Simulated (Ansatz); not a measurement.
Relaxed candidate structures of Na$_{2}$S:

A. Fm-3m (No. 225), cF12, anti-fluorite type; a = b = c = 6.511 Å, α = β = γ = 90.00°; Na 8c (0.250, 0.250, 0.250); S 4a (0.000, 0.000, 0.000)

B. R3m, hexagonal axes (No. 160), hR6; a = b = 4.4605 Å, c = 23.5213 Å, α = β = 90.00°, γ = 120.00°; S 3a (0.000, 0.000, 0.560); Na 3a (0.000, 0.000, 0.177); Na 3a (0.000, 0.000, 0.934); Na 3a (0.000, 0.000, 0.332); S 3a (0.000, 0.000, 0.056); Na 3a (0.000, 0.000, 0.441)

Q: Put the candidates in order of energy per atom, lowest first, for r2SCAN (plane waves to 500 eV, PAW, scalar-relativistic; Ansatz, a quantum-chemistry and plane-wave program).

A: A (reference, the lowest among the structures calculated here), B (+0.151 eV/atom)

Q: Give each candidate's band gap.

A: No candidate is metallic. A: 3.09 eV (no spin-orbit coupling); B: 2.38 eV (no spin-orbit coupling).

Each run could gain symmetry but not lose that of its start, so entries can be saddle points. From databases, or of a type measured for this composition: Fm-3m, cF12, anti-fluorite type; the others are generated cells (placed on structure types, drawn at random, substituted or restacked) that were not matched to a known phase here. Energies are at zero temperature and pressure, without zero-point motion. No spin polarisation in the result.
